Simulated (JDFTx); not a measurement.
```yaml
surface: W(110)
bulk: W, Im-3m, lattice of mp-91 (not re-optimised)
slab: 4 atoms in 4 planes, 1x1, 6.6 Å between the outermost planes
in-plane cell: 2.746 × 2.746 Å, 7.11 Å²
cell_height: 22.7 Å
sampling: 8×8×1 k mesh, Fermi smearing 0.01 Ha, no spin polarisation
```

Method: PBE, GBRV ultrasoft potentials, plane waves to 20/100 Ha, in a modified build of JDFTx. Liquid on both sides: CANDLE, water, 1 M NaCl; nuclei fixed. At negative charge CANDLE's numbers also depend on the cell height, by up to tenths of a volt.

Charging data:

| U − U_pzc (V) | σ (μC/cm²) |
|---|---|
| -0.90 | -36.16 |
| -0.50 | -25.02 |
| -0.20 | -8.00 |
| -0.15 | -3.89 |
| 0.00 | 0.00 |
| 0.70 | 12.39 |
| 0.90 | 16.82 |

Working it through: a check of Lippmann's equation. The grand free energy per area against the neutral slab, Δγ = [F(N) − F(N₀) − μ(N − N₀)]/2A, is taken from the total energies of the same runs.

```json
[
 {"U − U_pzc (V)": "-0.90", "Δγ (mJ/m²)": "-185.2"},
 {"U − U_pzc (V)": "-0.50", "Δγ (mJ/m²)": "-64.6"},
 {"U − U_pzc (V)": "-0.20", "Δγ (mJ/m²)": "-5.4"},
 {"U − U_pzc (V)": "-0.15", "Δγ (mJ/m²)": "-2.3"},
 {"U − U_pzc (V)": "0.00", "Δγ (mJ/m²)": "0.0"},
 {"U − U_pzc (V)": "0.70", "Δγ (mJ/m²)": "-41.1"},
 {"U − U_pzc (V)": "0.90", "Δγ (mJ/m²)": "-70.2"}
]
```

Δγ is largest at zero charge and falls away from it, as dγ/dU = −σ demands. At 0.90 V the computed -70.2 mJ/m² stands beside -75.9 mJ/m² from the constant-capacitance formula.
